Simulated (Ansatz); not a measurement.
Q: Be (hcp (Mg type), P6_3/mmc) is relaxed with the program Ansatz at the PBE level (PAW). What lattice parameters of the conventional cell result?

A: a = 2.263 Å, c = 3.567 Å.

The cell was relaxed with PBE under the symmetry of its start. Axis ratios of metals converge slowly with the k-mesh, so a and c are less sure than the volume.

Potentials: the later of the program's two PAW sets.
